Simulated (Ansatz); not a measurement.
# Electric field gradients in SiMo3

The cell is a COD entry, its atoms then relaxed with PBE in this cell.

Space group Pm-3n (No. 223); a = 4.8930 Å.

```
site  Wyckoff  site symmetry       x       y       z
  Si       2a           m-3.  0.0000  0.0000  0.0000
  Mo       6c          -4m.2  0.2500  0.0000  0.5000
```

One atom of each set is listed.

All values are calculated (Ansatz; DFT, r2SCAN, plane waves and PAW, scalar-relativistic, 500 eV cutoff, Γ-centred 10×10×10 k-points, Fermi–Dirac smearing 0.05 eV), not measured.

V_zz is the principal component of the electric field gradient with the largest magnitude, η = (V_xx − V_yy)/V_zz and C_Q = eQV_zz/h. ν_Q = 3|C_Q|/[2I(2I − 1)].

97Mo: I = 5/2, Q = 255.0 mb. Quadrupole moments are those of Pyykkö's year-2017 table.

```csv
site,atoms,first shell,C_Q (MHz),η,ν_Q (MHz)
Mo,6,"10 Mo at 2.45–3.00 Å, 4 Si at 2.74 Å",27.9,0.00,4.19
```

An axis of threefold or higher order runs through Mo, so V_zz lies along it and η is zero.

Si has no stable isotope with a ground-state quadrupole moment in the table, so these sites are left out.

The run finds no gap above 0.1 eV (a metal, or nearly one), so the gradients can move by 10 % or more with the k-mesh. Without spin–orbit coupling (the program notes it for Mo) the gradients can shift somewhat, as the gap is small.

The run took 22 s of wall time (22 s of CPU time) and 0.8 GiB at its peak, on 1 thread of Intel Xeon 6975P-C (Granite Rapids) (x86_64; 16 cores open to the job, memory cap 3.0 GiB, no GPU), a shared host with a load of 0.4 a core.
